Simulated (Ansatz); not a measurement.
Al (fcc (Cu type), Fm-3m), a = b = c = 3.9761 Å, α = β = γ = 90.00°; the cell used has 1 atom.

Relaxed with r²SCAN+D4.

Task: Which orbitals make up the states near the Fermi level in r²SCAN+D4 (plane waves, PAW; program Ansatz)?

Result: Within 0.5 eV of the Fermi level: Al 3p 65 %, Al 3s 28 %, outside the projected shells 6 %. Projections are on Löwdin-orthogonalised atomic valence shells; empty p or d shells of many metals are not among them.

Task: Tabulate the density of states.

Result: States/eV per cell of 1 atom, in 0.25 eV bins, energy from the Fermi level.

```tsv
E (eV)	total	Al 3p	Al 3s
-7.85	0.22	0.15	0.06
-7.60	0.22	0.16	0.07
-7.35	0.23	0.16	0.07
-7.10	0.24	0.17	0.07
-6.85	0.24	0.17	0.07
-6.60	0.25	0.18	0.07
-6.35	0.26	0.18	0.07
-6.10	0.26	0.19	0.07
-5.85	0.27	0.20	0.07
-5.60	0.28	0.21	0.07
-5.35	0.30	0.23	0.07
-5.10	0.30	0.24	0.07
-4.85	0.29	0.23	0.06
-4.60	0.27	0.22	0.05
-4.35	0.29	0.21	0.07
-4.10	0.30	0.22	0.08
-3.85	0.31	0.22	0.09
-3.60	0.33	0.23	0.09
-3.35	0.35	0.25	0.09
-3.10	0.35	0.25	0.09
-2.85	0.34	0.24	0.09
-2.60	0.34	0.24	0.09
-2.35	0.32	0.23	0.09
-2.10	0.30	0.21	0.09
-1.85	0.32	0.23	0.08
-1.60	0.33	0.24	0.08
-1.35	0.35	0.24	0.10
-1.10	0.39	0.26	0.11
-0.85	0.38	0.26	0.10
-0.60	0.35	0.25	0.09
-0.35	0.32	0.23	0.08
-0.10	0.31	0.21	0.08
0.15	0.38	0.23	0.12
0.40	0.39	0.24	0.12
0.65	0.40	0.25	0.12
0.90	0.39	0.24	0.11
1.15	0.39	0.24	0.11
1.40	0.38	0.24	0.11
1.65	0.38	0.24	0.10
1.90	0.38	0.24	0.10
2.15	0.39	0.24	0.11
2.40	0.40	0.24	0.12
2.65	0.41	0.24	0.12
2.90	0.41	0.24	0.12
3.15	0.42	0.24	0.12
3.40	0.42	0.24	0.12
3.65	0.43	0.25	0.12
3.90	0.43	0.25	0.12
4.15	0.44	0.25	0.12
4.40	0.44	0.25	0.11
4.65	0.45	0.26	0.11
```

Symmetry was held in the r²SCAN+D4 relaxation. The pairwise dispersion correction was not fitted to metals.

Potentials: the later of the program's two PAW sets.
